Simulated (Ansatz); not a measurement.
The end point of a relaxation of SiC. Space group P6₃mc (No. 186), AFLOW prototype AB_hP8_186_ab_ab (B5, as in SiC). Computed with PBEsol (plane waves to 420 eV, PAW, scalar-relativistic; Ansatz, a program for electronic structure).

```cif
data_C4Si4
_chemical_formula_sum 'Si4 C4'
_space_group_name_H-M_alt 'P63mc'
_space_group_IT_number 186
_space_group_name_Hall 'P 6c -2c'
_cell_length_a 3.07805
_cell_length_b 3.07805
_cell_length_c 10.07599
_cell_angle_alpha 90.000
_cell_angle_beta 90.000
_cell_angle_gamma 120.000
loop_
_atom_site_label
_atom_site_type_symbol
_atom_site_symmetry_multiplicity
_atom_site_Wyckoff_symbol
_atom_site_fract_x
_atom_site_fract_y
_atom_site_fract_z
_atom_site_occupancy
Si1 Si 2 b 0.66667 0.33333 0.40737 1
Si2 Si 2 a 0.00000 0.00000 0.15730 1
C1 C 2 a 0.00000 0.00000 0.34476 1
C2 C 2 b 0.33333 0.66667 0.09541 1
```

| Property | Result |
|---|---|
| Volume per atom | 10.33 Å³ |
| Band gap | 2.12 eV, indirect (valence top at Γ, conduction bottom at M) (no spin-orbit coupling) |
| Smallest direct gap | 3.24 eV at M |
| Shortest distances | C–Si 1.88 Å; C–C 3.08 Å; Si–Si 3.08 Å |
| k-mesh | 12×12×4 |

Band energies at high-symmetry points (eV from the VBM; labels of this space group; no spin-orbit coupling), from −5 eV up to 6.6 eV:

```tsv
point	energies
Γ	-4.40 -4.36 -1.19 -1.19 -0.73 -0.73 -0.59 -0.59 -0.05 0.00 0.00 5.03 5.60 6.23 6.24
M	-4.95 -4.13 -3.28 -2.41 -2.38 -2.23 -1.59 -1.13 2.12 2.24 4.11 4.66 5.20 5.68
K	-4.41 -4.41 -4.03 -2.90 -2.90 -1.68 3.86 3.86 5.10 5.49 5.49
A	-1.55 -1.55 -1.05 -1.05 -1.05 -1.05 -0.21 -0.21 -0.21 -0.21 5.23 5.23
L	-3.84 -3.84 -3.04 -3.04 -2.53 -2.53 -1.56 -1.56 2.53 2.53 4.11 4.11 6.03 6.03
H	-2.77 -2.77 -2.47 -2.47 3.12 3.12 6.61 6.61 6.62 6.62
```

No spin polarisation in the result.

It was reached from a disturbed copy of a P6₃/mmc (No. 194) cell, against which it lies -488 meV/atom.

The first start was generated by placing the elements on the sites of a structure type. A measured structure of SiC has the same space group, P6₃mc (No. 186); the sites were not compared with it.
